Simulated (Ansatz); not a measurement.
A distorted cell of AlNi (CsCl type):

```yaml
crystal:
  lattice:
    - [2.86332, 0.00000, 0.00000]
    - [0.00000, 2.86332, 0.00000]
    - [0.00000, 0.00000, 2.86332]
  atoms:
    - { symbol: Al, position: [0.00000, 0.00000, 0.00000] }
    - { symbol: Ni, position: [0.59137, 0.59137, 0.41385] }
```

Method: r2SCAN (plane waves to 500 eV, PAW, scalar-relativistic; Ansatz, a first-principles code). k mesh 13×13×13 (Γ-centred), Fermi-Dirac smearing 0.05 eV. The energy includes the smearing's −TS. Stress and pressure are positive under compression. With partly filled bands, energies and forces of such displacements shift with the k mesh and the smearing. AlNi is run without spin polarisation. AlNi was relaxed with its symmetry unable to fall. The PAW data are Ansatz's earlier set.

Task: What forces act on the atoms (eV/Å, Cartesian)?

Result: 
```
atom      Fx      Fy      Fz
----  ------  ------  ------
Al1    2.466   2.466  -2.376
Ni2   -2.466  -2.466   2.376
```

Task: What is the stress tensor (GPa)?

Result: 
```
   14.8     11.7    -11.3
   11.7     14.8    -11.3
  -11.3    -11.3     15.4
```
The pressure, a third of the trace, is 15.0 GPa.

Task: In it atom 2 sits (0.262, 0.262, -0.247) Å away from its relaxed site. What is its energy relative to the relaxed cell?

Result: 783 meV/cell.

(For displaced atoms, the force is minus the slope of the energy, and its curvature is a force constant, which sets phonon frequencies.)
